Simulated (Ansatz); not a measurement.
Al:
```
Al
1.0
    0.00000     2.00699     2.00699
    2.00699     0.00000     2.00699
    2.00699     2.00699     0.00000
Al
1
Direct
  0.00000   0.00000   0.00000
```

Relaxed with PBEsol. Special points in fractions of this cell's reciprocal vectors: Γ (0.000, 0.000, 0.000); X (0.500, 0.000, 0.500); U (0.625, 0.250, 0.625); K (0.375, 0.375, 0.750); L (0.500, 0.500, 0.500); W (0.500, 0.250, 0.750).

**Question.** List the band energies nearest the Fermi level at these points for the program Ansatz at the PBEsol level (PAW).

**Answer.** In eV from the Fermi level; about four levels below and three above (degenerate sets whole), none deeper than 8.9 eV; … stands for higher levels left out; points with the same levels are listed once.

| k | below | above |
|---|---|---|
| Γ | – | … |
| X | -2.97 -1.62 | 5.23 … |
| U | -1.92 -1.40 -0.37 | … |
| L | -4.67 -4.41 | … |
| W | -0.87 -0.87 | 0.11 … |

Space group Fm-3m (fcc (Cu type)). The PBEsol relaxation kept the symmetry of its start.

Potentials: the earlier of the program's two PAW sets. The files were generated under PBE; for other functionals the program regenerates the frozen cores, and for LDA and PBEsol the local potential too.
